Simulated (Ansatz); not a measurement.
With DFT-PBEsol in the program Ansatz with PAW potentials, Cu in the diamond structure (Fd-3m) relaxes to a = 5.232 Å. Cu has 4 nearest neighbours from 2.27 Å (tetrahedral).

Electronic character: metallic (no gap).

An equation-of-state fit gives a bulk modulus of 68.1 GPa. The relaxed-ion elastic constants in GPa are C11 = 49.7, C12 = 76.9, C44 = -33.8. The highest mode at Γ lies at 254 cm⁻¹.

The start of the workflow was typed in or built on a structure type; neither database checked (COD, Materials Project) lists it. It is not the phase usual at ambient conditions (space group No. 225). The PBEsol relaxation kept the symmetry of its start. At this level the phase is mechanically unstable. The run is not spin-polarised. As this level gives no gap, shear constants depend on the k-mesh and smearing (Fermi–Dirac, 0.1 eV here). As this level gives no gap, phonon frequencies hold no LO–TO term and depend on the k-mesh and smearing (Fermi–Dirac, 0.1 eV here).

Potentials: the later of the program's two PAW sets.
